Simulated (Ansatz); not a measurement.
Si:
```cif
data_Si8
_chemical_formula_sum 'Si8'
_space_group_name_H-M_alt 'P 1'
_space_group_IT_number 1
_cell_length_a 7.16396
_cell_length_b 7.16396
_cell_length_c 6.32639
_cell_angle_alpha 83.483
_cell_angle_beta 96.517
_cell_angle_gamma 148.910
loop_
_space_group_symop_operation_xyz
  'x, y, z'
loop_
_atom_site_label
_atom_site_type_symbol
_atom_site_fract_x
_atom_site_fract_y
_atom_site_fract_z
_atom_site_occupancy
Si1 Si 0.05531 0.94469 0.87335 1
Si2 Si 0.94469 0.05531 0.12665 1
Si3 Si 0.55908 0.44092 0.65330 1
Si4 Si 0.44092 0.55908 0.34670 1
Si5 Si 0.21253 0.78747 0.05700 1
Si6 Si 0.78747 0.21253 0.94300 1
Si7 Si 0.72704 0.27296 0.58573 1
Si8 Si 0.27296 0.72704 0.41427 1
```

Relaxed with PBEsol. DFT-PBEsol in the program Ansatz with PAW potentials gives a gap of 0.16 eV.

Q: What gap does HSE06 give on the same cell (Ansatz, PAW)?

A: 0.79 eV, 0.63 eV more. The hybrid was solved on a coarser mesh and at special points; its gap is the smallest among all of these.

```
k   v1 PBEsol  c1 PBEsol    v1 HSE06    c1 HSE06
--  ---------  ---------  ----------  ----------
Γ        0.00       0.42  (withheld)  (withheld)
Y2      -0.42       0.25  (withheld)  (withheld)
A       -0.98       0.81       -1.03        1.48
M2      -0.80       0.16       -0.88        0.79
V2      -1.94       0.69  (withheld)  (withheld)
L2      -1.48       0.89       -1.61        1.56
C       -1.68       0.93  (withheld)  (withheld)
D       -1.86       1.24       -2.02        1.92
```

Q: Top valence (v1) and lowest conduction level (c1) in eV from each method's valence maximum (which need not be a listed point): supply the withheld HSE06 values.

A: 
- Y2, v1 HSE06: -0.44
- Y2, c1 HSE06: 0.89
- Γ, v1 HSE06: 0.00
- Γ, c1 HSE06: 1.08
- C, v1 HSE06: -1.81
- C, c1 HSE06: 1.58
- V2, v1 HSE06: -2.11
- V2, c1 HSE06: 1.35

Cost on shared cores: the PBEsol run (SCF on a 8×8×5 mesh, then bands and DOS) roughly 3 core-minutes, the HSE06 run (SCF on 5×5×3, then a few points) about 11 core-minutes (a rough figure); the tasks are unlike.

Space group C2/m. The first step of the workflow began from a Materials Project structure, measured or hypothetical; the Crystallography Open Database copy checked does not list it. It is not the phase usual at ambient conditions (space group No. 227). The cell was relaxed with PBEsol under the symmetry of its start; whether a distortion lowers the energy is not shown.

Potentials: the later of the program's two PAW sets.
